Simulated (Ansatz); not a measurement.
Polymorphs of Zn, each relaxed with r²SCAN in the plane-wave PAW code Ansatz:

A: diamond (Fd-3m)
a = 5.693 Å, b = 5.693 Å, c = 5.693 Å, α = 90.00°, β = 90.00°, γ = 90.00°

```csv
atom,site,symmetry,x,y,z
Zn,8b,-43m,0.5000,0.5000,0.5000
```

B: hcp (Mg type) (P6_3/mmc)
a = 2.596 Å, b = 2.596 Å, c = 4.978 Å, α = 90.00°, β = 90.00°, γ = 120.00°

| atom | site | symmetry | x | y | z |
|---|---|---|---|---|---|
| Zn | 2d | -6m2 | 0.6667 | 0.3333 | 0.2500 |

**Question.** Order them by energy per atom at 0 K (lowest first) at the level r²SCAN.

**Answer.** B (+0 meV/atom), A (+574 meV/atom)

Typed or built starts, not in the databases checked: A. Not the usual ambient phase: A. Unstable at this level: A. All cells were relaxed under the symmetry of their starts (and spin orders); stability against distortions was not tested throughout.

Energies hold the estimated change up to a 700 eV cutoff; steps of a few meV lie near the error of the meshes.

Potentials: the earlier of the program's two PAW sets.
